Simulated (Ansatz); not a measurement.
SiGe:
```
CELL_PARAMETERS angstrom
      3.90426     0.00000     0.00000
     -1.95213     3.38119     0.00000
      0.00000     0.00000     6.45402
ATOMIC_POSITIONS crystal
  Si 0.66667 0.33333 0.87448
  Si 0.33333 0.66667 0.37448
  Ge 0.66667 0.33333 0.50052
  Ge 0.33333 0.66667 0.00052
```

This is the r²SCAN-relaxed structure. x, y and z are the axes in which the lattice vectors are written.

### Question
All from DFT-r²SCAN in the program Ansatz with PAW potentials, unless another level is named. Estimate the hole effective mass, band 1 of 2 at the edge.

### Answer
0.51 along x, 0.50 along z (mₑ).

### Question
Give the valence-band maximum.

### Answer
at Γ.

### Question
Give the weight of the conduction-edge state by species (Voronoi cells).

### Answer
Si 54 %, Ge 46 %.

Space group P6_3mc (wurtzite). The workflow started from a Materials Project entry (that database holds measured and hypothetical structures alike); the Crystallography Open Database copy checked does not list it. Its standing as an ambient phase is unchecked. The r²SCAN relaxation kept the symmetry of its start; whether a distortion lowers the energy is not shown. Spin–orbit coupling is left out wherever it is not named.

Potentials: the later of the program's two PAW sets.

Edges and masses are those of Kohn–Sham bands, whose gap is no quasiparticle gap.
